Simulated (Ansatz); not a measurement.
## Pb: levels along high-symmetry lines

```
CELL_PARAMETERS angstrom
0.00000 3.43900 3.43900
3.43900 0.00000 3.43900
3.43900 3.43900 0.00000
ATOMIC_POSITIONS crystal
Pb 0.00000 0.00000 0.00000
Pb 0.25000 0.25000 0.25000
```

Atom numbers follow the list: Pb1, Pb2.

Structure from Materials Project entry mp-1247117 (possibly hypothetical), not relaxed further.

Spin–orbit coupling is left out, though it moves levels of the heavy atoms by tenths of an eV or more.

These are results of Ansatz 0.2.0, DFT, LDA, all-electron LAPW, scalar-relativistic, not measurements.

Settings: a Γ-centred 8×8×8 k mesh, Fermi–Dirac smearing of 0.05 eV, basis error target 0.25 meV/atom, no spin polarisation.

Points in fractions of the reciprocal vectors of this cell: Γ (0, 0, 0), X (0.5, 0, 0.5), U (0.625, 0.25, 0.625), K (0.375, 0.375, 0.75), L (0.5, 0.5, 0.5), W (0.5, 0.25, 0.75). The path joins them by straight lines in the order Γ–X–U–K–Γ–L–W–X; legs that retrace an earlier one aren't tabulated. Energies are in eV from the Fermi level.

Is there a gap?

none: bands cross the Fermi level, a metal.

List the levels between -14 and 6.5 eV at the symmetry points.


Γ: -11.23, -4.08, 0.35 (×3), 2.35 (×3), 3.98
X: -8.59 (×2), -2.02 (×2), 0.77 (×2)
U: -8.97, -8.16, -2.78, -1.69, 0.90, 2.93, 5.10, 5.75, 6.43
K: -8.97, -8.16, -2.78, -1.69, 0.90, 2.93, 5.10, 5.75, 6.43
L: -9.89, -7.20, -1.06, -0.80 (×2), 3.47 (×2), 5.33
W: -8.56 (×2), -2.49 (×2), 2.65 (×2), 4.20 (×2)
